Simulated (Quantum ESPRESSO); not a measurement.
Space group P3m1 (No. 156); a = 4.249 Å, b = 4.249 Å, c = 4.745 Å, α = 90.00°, β = 90.00°, γ = 120.00°

```
atom  site  symmetry       x       y       z
----  ----  --------  ------  ------  ------
H       1a       3m.  0.0000  0.0000  0.0962
Al      1a       3m.  0.0000  0.0000  0.4679
Si      1c       3m.  0.6667  0.3333  0.5529
Sr      1b       3m.  0.3333  0.6667  0.0060
```

The PBEsol cell relaxed from Materials Project entry mp-570485 was given a biaxial strain of +1 % along x and y, z relaxed, and the atoms were relaxed again.

Q: What does norm-conserving PBEsol (Quantum ESPRESSO, 72 Ry, scalar-relativistic) give for the electronic structure near the Fermi level?

A: The PBEsol gap is 0.36 eV; at least one edge lies off the plotted path, at a point of the SCF mesh. The smallest direct gap is 1.23 eV. 

The structure is a Materials Project entry; no match was found in the copy of COD used, and its stability was not checked.
